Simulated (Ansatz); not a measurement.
CaCu2S2 in space group P-3m1 (No. 164; Cu on 2d, Ca on 1a, S on 2d), PBE in the plane-wave PAW code Ansatz, all energies at zero smearing, with the estimated change up to a 700 eV cutoff added, with one set of potentials and settings (totals compare only within such a set). Cell of 5 atoms (2 Cu, 1 Ca, 2 S): -16876.033 eV.

```tsv
element	reference phase	E (eV/atom)
Cu	Fm-3m, 1 atoms in the cell	-6625.1757
Ca	Fm-3m, 1 atoms in the cell	-1816.8597
S	Fddd, 32 atoms in the cell	-902.0599
```

Formation energy per atom, worked out: (-16876.033 − 2×(-6625.1757) − 1×(-1816.8597) − 2×(-902.0599))/5 = -0.940 eV/atom (-91 kJ per mol of atoms), at 0 K, without zero-point energy or fitted corrections.

The workflow started from an entry of the Crystallography Open Database (COD, 293 K). Its standing as an ambient phase is unchecked. The PBE relaxation kept the symmetry of its start; whether a distortion lowers the energy is not shown. No spin polarisation was allowed. The references are the lowest solids computed at this level, not always the standard phases.

Potentials: the later of the program's two PAW sets.
